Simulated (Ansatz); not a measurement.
CuAu (L1₀ or tetragonal B2, space group No. 123) under volume change, r²SCAN in the plane-wave PAW code Ansatz, shape and atoms relaxed at each volume.

```
V (Å³/atom)  E − E(relaxed) (meV/atom)  P (GPa)
-----------  -------------------------  -------
13.217                            70.9    19.18
13.653                            29.4    11.53
14.089                             6.9     5.23
14.524                             0.0     0.00
14.960                             6.1    -4.32
15.396                            22.8    -7.85
15.831                            48.2   -10.73
```

Question: What does a third-order Birch–Murnaghan fit give for V₀, B₀ and B′?

Answer: V₀ = 14.52 Å³/atom, B₀ = 158 GPa, B′ = 5.4.

Space group P4/mmm (L1₀ or tetragonal B2). Its axis ratio c/a = 1.22 departs by over 6 % from that of the usual cell of this phase: another minimum, or an error of the functional. Symmetry was held in the r²SCAN relaxation; its stability against distortions is not shown here. No spin polarisation was allowed. Spin–orbit coupling is left out wherever it is not named.

Potentials: the later of the program's two PAW sets.
